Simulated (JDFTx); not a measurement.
Unstrained cell:

```yaml
surface: Ti(0001)
bulk: Ti, P6_3/mmc, lattice of mp-46 (not re-optimised)
slab: 4 atoms in 4 planes, 1x1, 6.9 Å between the outermost planes
in-plane cell: 2.936 × 2.936 Å, 7.46 Å²
cell_height: 23.0 Å
sampling: 8×8×1 k mesh, Fermi smearing 0.01 Ha, no spin polarisation
```

Computed with a modified build of JDFTx: PBE, GBRV ultrasoft potentials, plane waves to 20/100 Ha. The in-plane lattice is scaled by the biaxial strain ε at a fixed k mesh and cell height, and all atoms off the mid-plane are relaxed in vacuum within the cell's symmetry. Zero strain is the lattice given, not this level's minimum.

```tsv
ε (%)	work function (eV)
-3	4.47
-1.5	withheld
0	4.35
1.5	4.29
3	4.23
```

Q: Fit W = sε + W₀ to the other rows by least squares, predict the withheld value, and compare with the run.

A: The fit gives s (eV/%) = -0.0400, W₀ (eV) = 4.35, with a root-mean-square miss of 0.000 eV on its own rows. It predicts 4.41 eV; the run gives 4.41 eV, the same to these digits.
